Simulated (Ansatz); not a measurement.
**B4Cl: start and end of a relaxation**

Recipe of this trial structure of B4Cl: Co4N type (Pm-3m) distorted into a subgroup (P-4m2, No. 115) (largest shift (Å) 0.24). Its size is a rough estimate.

POSCAR.start

```
B Cl
1.0
     3.93060    0.00000    0.00000
     0.00000    3.93060    0.00000
     0.00000    0.00000    3.77536
B Cl
4 1
Direct
  0.50000 0.00000 0.93813
  0.00000 0.50000 0.06187
  0.00000 0.00000 0.50000
  0.50000 0.50000 0.50000
  0.00000 0.00000 0.00000
```

Level of theory: Ansatz, DFT PBE, scalar-relativistic, plane waves, PAW. Cutoff 420 eV, Gaussian smearing, Γ-centred meshes. Cell and atoms relax first on a coarse mesh and then on a finer one. In between, the cell is made exact in the group found at 0.06 Å. In metals the finer mesh still leaves noise of several meV/atom or more. The steps can't lower the symmetry of their start. No spin polarisation.

POSCAR.end

```
B Cl
1.0
     2.94817    0.00000    0.00000
     0.00000    2.94817    0.00000
     0.00000    0.00000    5.77313
B Cl
4 1
Cartesian
  1.4741 0.0000 3.8473
  0.0000 1.4741 1.9258
  0.0000 0.0000 2.8866
  1.4741 1.4741 2.8866
  0.0000 0.0000 0.0000
```

The symmetry stays P-4m2 (No. 115). The volume per atom shrinks by 14.0 %, from 11.7 to 10.0 Å³. The shortest distance goes from 1.89 Å (B–Cl) to 1.76 Å (B–B). The ratio c/a of the conventional cell changes by a factor of 2.04. The energy falls by about 2.3 eV/atom (the start's value is from the coarse mesh). The end is written in a standard setting, so origin, axes and order of atoms can differ from the start's.

```yaml
Volume_per_atom: 10.04 Å³
Density: 2.60 g/cm³
Formation_energy: +0.57 eV/atom
Gap_on_the_12×12×8_mesh_of_the_5-atom_cell: 0 eV (a metal)
```

Formation energies are uncorrected and refer to the elements' standard structures at the same level (Cl₂ as a molecule). A positive value: parting into the elements would lower its energy.

The last run used Gaussian smearing of 0.10 eV. The cell is a metal run without spin; a magnetic state may lie lower. Symmetry constrained the relaxation, so the result can be a saddle point. In all, the 4 runs took 64 s on 1 thread of Intel(R) Xeon(R) 6975P-C (Granite Rapids) (shared host).
